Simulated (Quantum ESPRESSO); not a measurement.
## Kohn-Sham bands of SrCd (CsCl type)

```
CELL_PARAMETERS angstrom
      4.03563     0.00000     0.00000
      0.00000     4.03563     0.00000
      0.00000     0.00000     4.03563
ATOMIC_POSITIONS crystal
  Sr 0.50000 0.50000 0.50000
  Cd 0.00000 0.00000 0.00000
```

Structure: Materials Project mp-30496, symmetrised, not relaxed again. COD (Crystallography Open Database) has an entry of this formula and space group (matched by these alone). Level: PBEsol, no spin polarisation, no spin-orbit coupling; pw.x of Quantum ESPRESSO at 82 Ry with PseudoDojo potentials, 6×6×6 k-points, Wannier90. Density: 10×10×10 mesh, cold smearing 0.01 Ry.

Question: List the Kohn-Sham levels between −8 and 3.0 eV relative to the Fermi level at the high-symmetry points, as a band run of pw.x on that density gives them (levels within 2 meV counted together).

Answer: 
| point | k (reciprocal lattice) | levels (eV) |
|---|---|---|
| Γ | 0.000 0.000 0.000 | -5.74, 1.36 (×2) |
| X | 0.000 0.500 0.000 | -3.58, -2.39, 1.75, 2.25 (×2) |
| M | 0.500 0.500 0.000 | -3.09, -0.03 (×2), 1.08 |
| R | 0.500 0.500 0.500 | -0.82, -0.73 (×3) |
